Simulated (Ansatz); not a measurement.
Density of states of a AlInGaBAs₄ cell (elements on a zinc blende lattice, relaxed), per eV and atom, broadened by Gaussian smearing of width 0.1 eV and averaged over bins of 0.3 eV, from 8 eV under the Fermi level at most up to where the solved bands end.

The calculation used Ansatz, DFT PBEsol, scalar-relativistic, plane waves, PAW.

Cutoff 420 eV; k points 5×5×5 on the computed 16-atom cell (Γ-centred); Gaussian smearing, width 0.10 eV; no spin polarisation.

```
B Al Ga As In
1.0
    -5.51768    5.63899    0.00198
    -5.52072   -0.00240    5.52061
    -0.00016    5.64084    5.51941
B Al Ga As In
2 2 2 8 2
Direct
  0.49613 0.00394 0.99741
  0.99667 0.00395 0.49701
  0.00055 0.49805 0.00211
  0.50018 0.00127 0.50178
  0.49896 0.50328 0.99650
  0.99771 0.50253 0.49877
  0.88101 0.88455 0.39974
  0.35083 0.90908 0.35227
  0.89737 0.33674 0.38272
  0.85042 0.88879 0.85189
  0.36905 0.37197 0.36787
  0.39749 0.88523 0.88240
  0.87032 0.38949 0.87007
  0.38136 0.33675 0.89854
  0.99830 0.99561 0.00095
  0.49806 0.50509 0.49949
```

```tsv
E − E_F (eV)	total	As 4p	B 2p	Ga 4p	In 5p
-7.60	0.030	0.014	0.000	0.000	0.000
-7.30	0.172	0.079	0.003	0.002	0.004
-7.00	0.385	0.176	0.011	0.009	0.009
-6.70	0.416	0.193	0.013	0.010	0.008
-6.40	0.384	0.178	0.013	0.010	0.007
-6.10	0.349	0.169	0.015	0.011	0.008
-5.80	0.380	0.187	0.016	0.008	0.005
-5.50	0.338	0.165	0.021	0.007	0.006
-5.20	0.220	0.106	0.017	0.004	0.004
-4.90	0.152	0.076	0.014	0.004	0.003
-4.60	0.157	0.081	0.021	0.006	0.006
-4.30	0.415	0.225	0.065	0.028	0.024
-4.00	0.528	0.295	0.068	0.044	0.030
-3.70	0.651	0.370	0.106	0.042	0.037
-3.40	0.732	0.417	0.133	0.049	0.036
-3.10	0.608	0.348	0.102	0.034	0.032
-2.80	0.450	0.265	0.041	0.032	0.029
-2.50	0.607	0.370	0.032	0.059	0.039
-2.20	0.580	0.363	0.028	0.074	0.027
-1.90	0.577	0.375	0.023	0.065	0.042
-1.60	0.453	0.299	0.018	0.033	0.050
-1.30	0.471	0.325	0.013	0.020	0.059
-1.00	0.434	0.316	0.009	0.020	0.052
-0.70	0.309	0.236	0.005	0.013	0.032
-0.40	0.163	0.130	0.003	0.007	0.014
-0.10	0.040	0.032	0.001	0.001	0.004
0.20	0.014	0.002	0.003	0.000	0.000
0.50	0.054	0.007	0.011	0.002	0.002
0.80	0.158	0.022	0.037	0.007	0.008
```

The columns after the total are the largest Löwdin projections on the valence shells of the potentials, so they needn't add up, and the weight of a shell that a potential lacks goes to other orbitals. The cell has a gap on the mesh of 0.13 eV.

An odd mesh misses points on the zone edge, so a gap read on it can be too wide.

Cost: 2 runs of about 4.3 core-minutes in all (earlier runs that led there not counted), on Intel Xeon 6975P-C (Granite Rapids) (shared hosts).